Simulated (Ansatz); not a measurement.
Fe$_{3}$Ge$_{2}$ in space group P-6m2 (No. 187; Fe on 2g, Fe on 1e, Ge on 1f, Ge on 1c), DFT-r²SCAN in the program Ansatz with PAW potentials, all energies at zero smearing, with the estimated change up to a 700 eV cutoff added, with one set of potentials and settings (totals compare only within such a set). Cell of 5 atoms (3 Fe, 2 Ge): -22063.331 eV.

```csv
element,reference phase,E (eV/atom)
Fe,"Im-3m, 1 atoms in the cell, spin-polarised",-4485.8961
Ge,"Fd-3m, 2 atoms in the cell",-4302.9041
```

Formation energy per atom, worked out: (-22063.331 − 3×(-4485.8961) − 2×(-4302.9041))/5 = 0.033 eV/atom (3 kJ per mol of atoms), at 0 K, without zero-point energy or fitted corrections.

The workflow started from a Materials Project entry (that database holds measured and hypothetical structures alike); the Crystallography Open Database copy checked does not list it. Whether it is the stable phase at ambient conditions was not checked. The cell was relaxed with r²SCAN under the symmetry of its start; its stability against distortions is not shown here. Spin order of the final state: ferromagnetic, the only order run, not a proven ground state. Other orbital occupations within this spin state were not tried. The references are the lowest solids computed at this level, not always the standard phases.

Potentials: the later of the program's two PAW sets.
